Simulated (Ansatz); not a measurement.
**Calculated with Ansatz: LiMg2Sn2, relaxation**

The input file (Ansatz 0.2.0, plane waves):

```yaml
crystal:
  lattice:
    - [4.391143, 0.0, 0.0]
    - [-2.195571, 3.802842, 0.0]
    - [0.0, 0.0, 7.315457]
  atoms:
    - { symbol: Mg, position: [0.3333, 0.6667, 0.6286] }
    - { symbol: Mg, position: [0.6667, 0.3333, 0.3714] }
    - { symbol: Sn, position: [0.3333, 0.6667, 0.2571] }
    - { symbol: Sn, position: [0.6667, 0.3333, 0.7429] }
    - { symbol: Li, position: [0.0, 0.0, 0.0] }
  symmetry: { tolerance: 0.0003 }
kpoints:
  mp_grid: { grid: [8, 8, 5], shift: [0, 0, 0] }
magnetization:
  spin_polarized: false
scf:
  occupations: { method: fermi_dirac }
  lower_state_search: "off"
hamiltonian:
  pseudopotentials: { kind: paw }
  xc: pbe
basis:
  ecutwfc: 420
  fft_grid_basis: typed
relax:
  max_steps: 60
  cell: { p_target: 0.0 }
output:
  forces: true
  stress: true
  eigenvalues: true
  bader: true
  populations: true
  elf: true
  write_potential: true
  volumetric_format: npy
  dos:
    e_range: [-12, 8]
    de: 0.05
    projected: { site_lists: { Li: [Li], Mg: [Mg], Sn: [Sn] } }
  write_density: true
checkpoint:
  read: saved_state
```

Launch command:

```bash
ansatz run input.yaml --threads 2 --pin off --max-ram 3584MiB --backend cpu --events-out ev --progress --plain --runs-dir out
```

Origin of the cell: a known structure type with other elements, at an estimated volume, so it need not be a known compound.

The smearing width isn't typed, so it takes its default of 0.1 eV.

The saved state is a converged single point of the same cell.

Steps («new basis» is an SCF on plane waves selected anew at the same cell):

```json
{"step": "1", "ΔF (meV/atom)": "0.0", "max force component (eV/Å)": "1.875", "P (GPa)": "7.74", "volume (Å³)": "122.16", "SCF iterations": "7", "step was": "accepted"}
{"step": "2", "ΔF (meV/atom)": "-159.0", "max force component (eV/Å)": "0.783", "P (GPa)": "1.71", "volume (Å³)": "130.79", "SCF iterations": "7", "step was": "accepted"}
{"step": "3", "ΔF (meV/atom)": "-233.4", "max force component (eV/Å)": "0.517", "P (GPa)": "0.20", "volume (Å³)": "128.93", "SCF iterations": "7", "step was": "accepted"}
{"step": "4", "ΔF (meV/atom)": "-281.8", "max force component (eV/Å)": "0.198", "P (GPa)": "0.24", "volume (Å³)": "124.75", "SCF iterations": "7", "step was": "accepted"}
{"step": "5", "ΔF (meV/atom)": "-293.2", "max force component (eV/Å)": "0.142", "P (GPa)": "-0.36", "volume (Å³)": "127.09", "SCF iterations": "5", "step was": "accepted"}
{"step": "6", "ΔF (meV/atom)": "-294.4", "max force component (eV/Å)": "0.103", "P (GPa)": "0.10", "volume (Å³)": "125.10", "SCF iterations": "5", "step was": "accepted"}
{"step": "7", "ΔF (meV/atom)": "-295.0", "max force component (eV/Å)": "0.015", "P (GPa)": "0.07", "volume (Å³)": "125.43", "SCF iterations": "5", "step was": "accepted"}
{"step": "8", "ΔF (meV/atom)": "-295.1", "max force component (eV/Å)": "0.006", "P (GPa)": "-0.06", "volume (Å³)": "126.02", "SCF iterations": "5", "step was": "accepted"}
{"step": "9", "ΔF (meV/atom)": "-295.1", "max force component (eV/Å)": "0.000", "P (GPa)": "0.00", "volume (Å³)": "125.80", "SCF iterations": "4", "step was": "accepted"}
{"step": "10", "ΔF (meV/atom)": "-295.3", "max force component (eV/Å)": "0.001", "P (GPa)": "0.01", "volume (Å³)": "125.80", "SCF iterations": "6", "step was": "new basis"}
```

The starting structure.

Space group P-3m1 (No. 164); the run's cell has a = 4.391 Å, b = 4.391 Å, c = 7.315 Å, α = 90.00°, β = 90.00°, γ = 120.00°. Shortest distances: Mg–Sn 2.67 Å, Li–Sn 3.16 Å, Mg–Mg 3.16 Å.

The relaxed structure.

Space group P-3m1 (No. 164); the run's cell has a = 4.779 Å, b = 4.779 Å, c = 6.362 Å, α = 90.00°, β = 90.00°, γ = 120.00°. Shortest distances: Mg–Sn 2.96 Å, Li–Sn 2.99 Å, Mg–Mg 3.37 Å, Li–Mg 3.54 Å, Sn–Sn 3.59 Å.

```xyz
5
Lattice="4.7785 0.0000 0.0000 -2.3893 4.1383 0.0000 0.0000 0.0000 6.3616" Properties=species:S:1:pos:R:3 pbc="T T T"
Mg    0.0000    2.7589    4.1500
Mg    2.3893    1.3794    2.2116
Sn    0.0000    2.7589    1.1472
Sn    2.3893    1.3794    5.2144
Li    0.0000    0.0000    0.0000
```

| Quantity | Value |
| --- | --- |
| Free energy lowered by | 295.3 meV/atom |
| Volume change | 2.98 % |
| Final pressure | 0.01 GPa |
| Relaxation steps listed | 10 |
| Formation energy (elements under the same functional, gases as molecules, uncorrected) | -0.110 eV/atom |

Caveats: no moments, though an odd count or open d shells may carry them; the relaxation held the start's symmetry, so the end may be a saddle point.

It ran for 68 s on 2 threads of Arm Neoverse V2, on a shared host, peak memory 0.52 GiB, from a saved density.
